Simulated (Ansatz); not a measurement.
SiNi:
```yaml
crystal:
  lattice:
    - [5.08533, 0.00000, 0.00000]
    - [0.00000, 3.36403, 0.00000]
    - [0.00000, 0.00000, 5.51961]
  atoms:
    - { symbol: Si, position: [0.82114, 0.75000, 0.58717] }
    - { symbol: Si, position: [0.17886, 0.25000, 0.41283] }
    - { symbol: Si, position: [0.67886, 0.25000, 0.08717] }
    - { symbol: Si, position: [0.32114, 0.75000, 0.91283] }
    - { symbol: Ni, position: [0.50935, 0.25000, 0.68741] }
    - { symbol: Ni, position: [0.49065, 0.75000, 0.31259] }
    - { symbol: Ni, position: [0.99065, 0.75000, 0.18741] }
    - { symbol: Ni, position: [0.00935, 0.25000, 0.81259] }
```

Relaxed with PBEsol. Special points in fractions of this cell's reciprocal vectors: Γ (0.000, 0.000, 0.000); X (0.500, 0.000, 0.000); S (0.500, 0.500, 0.000); Y (0.000, 0.500, 0.000); Z (0.000, 0.000, 0.500); U (0.500, 0.000, 0.500); R (0.500, 0.500, 0.500); T (0.000, 0.500, 0.500).

List the band energies nearest the Fermi level at these points for plane-wave PAW PBEsol (Ansatz code).

In eV from the Fermi level; about four levels below and three above (degenerate sets whole), none deeper than 8.9 eV; points with the same levels are listed once.

```
k                    below                above
-  -----------------------  -------------------
Γ  -1.82 -1.37 -1.16 -0.94       0.66 1.40 3.33
X  -2.08 -2.08 -1.89 -1.89  0.96 0.96 1.10 1.10
S  -1.76 -1.76 -1.76 -1.76  0.50 0.50 0.50 0.50
Y  -1.47 -1.47 -0.59 -0.59  2.06 2.06 2.60 2.60
Z  -1.43 -1.43 -0.20 -0.20  0.81 0.81 3.34 3.34
U  -2.14 -2.14 -0.99 -0.99  0.84 0.84 2.31 2.31
R  -1.96 -1.96 -1.96 -1.96  2.65 2.65 2.65 2.65
T  -2.07 -2.07 -1.74 -1.74  0.19 0.19 1.38 1.38
```

Space group Pnma. The PBEsol relaxation kept the symmetry of its start; of distortions, only those at the zone centre were tested. No spin polarisation was allowed.

Potentials: the earlier of the program's two PAW sets.
